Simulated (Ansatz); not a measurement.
BAs:
```xyz
4
Lattice="3.3286 0.0000 0.0000 -1.6643 2.8827 0.0000 0.0000 0.0000 5.5132" Properties=species:S:1:pos:R:3 pbc="T T T"
B      0.0000     1.9218     2.0649
B      1.6643     0.9609     4.8215
As     0.0000     1.9218     0.0026
As     1.6643     0.9609     2.7592
```

Relaxed with LDA. Special points in fractions of this cell's reciprocal vectors: Γ (0.000, 0.000, 0.000); M (0.500, 0.000, 0.000); K (0.333, 0.333, 0.000); A (0.000, 0.000, 0.500); L (0.500, 0.000, 0.500); H (0.333, 0.333, 0.500).

Question: List the band energies nearest the valence-band maximum at these points for plane-wave PAW LDA (Ansatz code).

Answer: In eV from the valence-band maximum; about four levels below and three above (degenerate sets whole), none deeper than 8.9 eV; points with the same levels are listed once.

| k | below | above |
|---|---|---|
| Γ | -2.14 -2.14 -0.40 0.00 0.00 | 2.31 2.73 2.73 |
| M | -6.35 -4.37 -4.15 -2.12 | 1.05 3.73 4.16 |
| K | -7.32 -4.96 -4.96 -4.72 | 1.16 6.22 6.22 |
| A | -1.30 -1.30 -1.30 -1.30 | 2.97 2.97 4.19 4.19 4.19 4.19 |
| L | -3.47 -3.47 -3.41 -3.41 | 1.74 1.74 2.74 2.74 |
| H | -6.33 -6.33 -2.91 -2.91 | 2.78 2.78 4.81 4.81 |

Space group P6_3mc (wurtzite). The workflow started from a Materials Project entry (that database holds measured and hypothetical structures alike); the Crystallography Open Database copy checked does not list it. It is not the phase usual at ambient conditions (space group No. 216). Symmetry was held in the LDA relaxation; whether a distortion lowers the energy is not shown. Scalar-relativistic: spin–orbit coupling is off unless named, which matters more the heavier the elements.

Potentials: the earlier of the program's two PAW sets. The files were generated under PBE; for other functionals the program regenerates the frozen cores, and for LDA and PBEsol the local potential too.
